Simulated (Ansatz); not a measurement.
Level: a composed functional ({exchange: r2scan, correlation: pbesol}), no spin polarisation; 500 eV; 6×6×6 Γ-centred mesh; fermi-dirac occupations (width 0.1 eV); Ansatz 0.2.0, fixed geometry.

Computed maps in the lattice plane spanned by b (left to right, 7.05 Å, 21 points from zero) and c (bottom to top, 7.05 Å, 21 points from zero), 60° apart, at height 0.750 along a. The fields are smooth PAW ones with compensation charges, not the true ones near nuclei.

Valence density. Digits on a logarithmic scale: 0 up to 0.03 e/Å³, each further digit a factor of 1.6, 9 from 1.3 e/Å³ up:
```
245554321122344432112
356776532113567753211
357899753113699996421
257999985323599999632
246990897422489999953
235798798532369999974
213589998642236999974
211357887642123689964
211134566532112345653
222222344322222223332
233432222222344322112
245665421123566543111
357888642124678875321
357999874224689998532
247996986423589789753
346893698522479809964
334799998632358999975
323578998642135799875
322346777532113567765
322234455432111345554
233333233222222222332
```

The cell is LiYCd$_{2}$Cl$_{6}$. Which atoms lie within 0.2 Å of this plane, and where (fractions of b and c)?

Cl at (0.25, 0.25), Cl at (0.25, 0.75), Cl at (0.75, 0.25), Cd at (0.75, 0.75). The whole cell:
```
Y Cl Li Cd
1.0
     0.00000    4.98344    4.98344
     4.98344    0.00000    4.98344
     4.98344    4.98344    0.00000
Y Cl Li Cd
1 6 1 2
Direct
  0.00000 0.00000 0.00000
  0.74954 0.25046 0.25046
  0.25046 0.74954 0.25046
  0.25046 0.74954 0.74954
  0.74954 0.25046 0.74954
  0.25046 0.25046 0.74954
  0.74954 0.74954 0.25046
  0.50000 0.50000 0.50000
  0.25000 0.25000 0.25000
  0.75000 0.75000 0.75000
```

Origin: a known structure type with other elements, at an estimated volume, so it need not be a known compound. Caveats: many states at the Fermi level without spin polarisation, so a magnetic state may lie lower.
